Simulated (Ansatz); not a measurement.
Starting structure of a cell relaxation (symmetry kept):

```
CELL_PARAMETERS angstrom
0.00000 2.36500 2.36500
2.36500 0.00000 2.36500
2.36500 2.36500 0.00000
ATOMIC_POSITIONS crystal
Zr 0.50000 0.50000 0.50000
C 0.00000 0.00000 0.00000
```

Computed with Ansatz 0.2.0, DFT PBE, scalar-relativistic, plane waves, PAW.

Plane waves to 420 eV, a k mesh through Γ of 16×16×16 on the computed 2-atom cell and Gaussian smearing (0.10 eV); no spin polarisation.

What does it relax to?

The volume decreases by 0.18 Å³/atom to 13.05 Å³/atom, and the energy falls by 1.6 meV/atom. Final structure:
```
Zr C
1.0
     0.00000    2.35440    2.35440
     2.35440    0.00000    2.35440
     2.35440    2.35440    0.00000
Zr C
1 1
Direct
  0.50000 0.50000 0.50000
  0.00000 0.00000 0.00000
```